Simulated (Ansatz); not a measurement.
Cs2LiIrC6N6 in space group Fm-3m (No. 225; Pearson symbol cF64), r²SCAN (plane waves, PAW; program Ansatz). The conduction-band minimum lies on the Γ–X line, 38 % of the way from Γ, with 6 equivalent valleys. Second derivatives d²E/dk² of the lowest band at one valley (eV·Å²), along Cartesian directions:

```tsv
direction	d²E/dk²
[100]	5.060
[010]	4.841
[001]	4.841
[110]	4.953
[101]	4.953
[011]	4.837
```

Find the principal effective masses, the density-of-states mass and the conductivity mass.

Off-diagonal terms follow from H_xy = H[110] − (H_xx + H_yy)/2, and m*/mₑ = 7.620 eV·Å² over each eigenvalue: 1.5, 1.6, 1.6. One valley's DOS mass (m₁m₂m₃)^(1/3) = 1.6, conductivity mass 3/(Σ 1/mᵢ) = 1.6 mₑ.

What effective density of states Nc follows at 300 K for parabolic valleys?

Nc = 2.509e19 × 6 × (1.6)^(3/2) ≈ 3.0e20 cm⁻³.

The first step of the workflow began from a Materials Project structure, measured or hypothetical; the Crystallography Open Database files this formula in space group No. 225, but the cells were not matched. Its standing as an ambient phase is unchecked. The r²SCAN relaxation kept the symmetry of its start; its stability against distortions is not shown here. No spin polarisation was allowed. Spin–orbit coupling is left out wherever it is not named.

Potentials: the later of the program's two PAW sets.

Edges and masses are those of Kohn–Sham bands, whose gap is no quasiparticle gap.
